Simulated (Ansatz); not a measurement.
LaN in space group P4/nmm (No. 129; La on 2c, N on 2a) at seven volumes, HSE06 in the plane-wave PAW code Ansatz, shape and atoms relaxed at each. One row is withheld.

| V (Å³/atom) | P (GPa) |
|---|---|
| 16.647 | 6.15 |
| 17.196 | 3.59 |
| 17.744 | 1.57 |
| 18.293 | 0.01 |
| 18.842 | ? |
| 19.391 | -2.08 |
| 19.940 | -2.72 |

Fit the shown pressures and predict the withheld one.

Third-order Birch–Murnaghan: P = (3/2)B₀(x^(7/2) − x^(5/2))[1 + (3/4)(B′ − 4)(x − 1)] with x = (V₀/V)^(2/3). Least squares on the six rows gives V₀ = 18.299 Å³/atom, B₀ = 45.15 GPa, B′ = 7.94. At V = 18.842, x = 0.9807 and P = -1.17 GPa. The run itself gave -1.17 GPa.

The workflow started from a Materials Project entry (that database holds measured and hypothetical structures alike); the Crystallography Open Database copy checked does not list it. COD files the formula under space group No. 225. Whether it is the stable phase at ambient conditions was not checked. The HSE06 relaxation kept the symmetry of its start; whether a distortion lowers the energy is not shown. Spin–orbit coupling is left out wherever it is not named.

Potentials: the later of the program's two PAW sets.
